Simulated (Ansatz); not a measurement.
The start is a generated trial cell of WC in the NbAs structure type. Cell shape, volume and atoms are optimised at zero target pressure with r2SCAN (plane waves to 500 eV, PAW, scalar-relativistic; Ansatz, a program for electronic structure). The first steps use a coarse 11×11×11 k-mesh.

Initial structure:
```
CELL_PARAMETERS angstrom
     -1.40776     1.40776     4.76599
      1.40776    -1.40776     4.76599
      1.40776     1.40776    -4.76599
ATOMIC_POSITIONS crystal
  W  0.50000 0.50000 0.00000
  W  0.25000 0.75000 0.50000
  C  0.91600 0.91600 0.00000
  C  0.66600 0.16600 0.50000
```

Problem. How large is the pressure on the unrelaxed cell, and of which sign?

Solution. +49 GPa (positive: the cell is compressed).

Problem. By how much does the energy per atom fall from start to end?

Solution. 0.15 eV/atom.

Problem. How do the shortest distances between atoms change?

Solution. The closest pairs of elements (up to four, under 3.6 Å), start → end: C–W 2.12 → 2.20 Å; C–C 2.77 → 2.87 Å; W–W 2.77 → 2.87 Å.

Problem. Give the final cell and atomic positions.

Solution. 
Space group I4₁md (No. 109); a = b = 2.8733 Å, c = 10.0901 Å, α = β = γ = 90.00°

| atom | site | symmetry | x | y | z |
|---|---|---|---|---|---|
| W | 4a | 2mm. | 0.0000 | 0.0000 | 0.7493 |
| C | 4a | 2mm. | 0.0000 | 0.0000 | 0.1667 |
(The calculation used a cell of 4 atoms; values per cell refer to that cell.)

The space group stays I4₁md (No. 109) (the run could not lower it), with 4 atoms in the primitive cell. Final values are on a 23×23×23 k-mesh of the relaxed cell. No spin polarisation in the result.

The run could not lose the symmetry of its start, so the end can be a saddle point.

The relaxed structure here is a generated cell of WC: the first start was made by placing the elements on the sites of a structure type, and the end was not matched to a known phase here, so it may be hypothetical. Known forms of WC include space group No. 187.
